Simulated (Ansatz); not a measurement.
SiRu (CsCl type, Pm-3m), r²SCAN in the plane-wave PAW code Ansatz, all energies at zero smearing, with the estimated change up to a 700 eV cutoff added, with one set of potentials and settings (totals compare only within such a set). Cell of 2 atoms (1 Ru, 1 Si): -6531.074 eV.

| element | reference phase | E (eV/atom) |
|---|---|---|
| Ru | P6_3/mmc, 2 atoms in the cell | -5890.7039 |
| Si | Fd-3m, 2 atoms in the cell | -639.0667 |

Formation energy per atom, worked out: (-6531.074 − 1×(-5890.7039) − 1×(-639.0667))/2 = -0.652 eV/atom (-63 kJ per mol of atoms), at 0 K, without zero-point energy or fitted corrections.

The cell is a constructed one: a structure type filled with these elements; the Crystallography Open Database copy checked does not list it. Its standing as an ambient phase is unchecked. The cell was relaxed with r²SCAN under the symmetry of its start; whether a distortion lowers the energy is not shown. No spin polarisation was allowed. The references are the lowest solids computed at this level, not always the standard phases.

Potentials: the later of the program's two PAW sets.
